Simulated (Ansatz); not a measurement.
MoPt:
```yaml
crystal:
  lattice:
    - [0.00000, 2.62204, 2.62204]
    - [2.62204, 0.00000, 2.62204]
    - [2.62204, 2.62204, 0.00000]
  atoms:
    - { symbol: Pt, position: [0.00000, 0.00000, 0.00000] }
    - { symbol: Mo, position: [0.50000, 0.50000, 0.50000] }
```

Relaxed with PBE. Special points in fractions of this cell's reciprocal vectors: Γ (0.000, 0.000, 0.000); X (0.500, 0.000, 0.500); U (0.625, 0.250, 0.625); K (0.375, 0.375, 0.750); L (0.500, 0.500, 0.500); W (0.500, 0.250, 0.750).

Q: List the band energies nearest the Fermi level at these points for PBE in the plane-wave PAW code Ansatz.

A: In eV from the Fermi level; about four levels below and three above (degenerate sets whole), none deeper than 8.9 eV; points with the same levels are listed once.

| k | below | above |
|---|---|---|
| Γ | -5.77 -5.77 -5.14 -5.14 -5.14 | 1.44 1.44 1.44 |
| X | -4.46 -2.69 -2.69 -0.82 | 0.51 0.51 1.52 |
| U | -4.48 -3.77 -2.98 -0.64 | 0.36 0.39 0.40 |
| L | -2.98 -2.98 -1.81 -1.81 -1.53 | 0.03 0.03 1.89 |
| W | -4.86 -3.33 -2.68 -1.19 | 0.14 0.14 0.48 |

Space group Fm-3m (rock salt). The start of the workflow was typed in or built on a structure type; neither database checked (COD, Materials Project) lists it. Whether it is the stable phase at ambient conditions was not checked. The PBE relaxation kept the symmetry of its start; its stability against distortions is not shown here. The run is not spin-polarised. The volume moved by 18 % from the start of the relaxation. Its formation energy is positive at this level, so the cell may be metastable or incomplete. Scalar-relativistic: spin–orbit coupling is off unless named, which matters more the heavier the elements.

Potentials: the earlier of the program's two PAW sets.
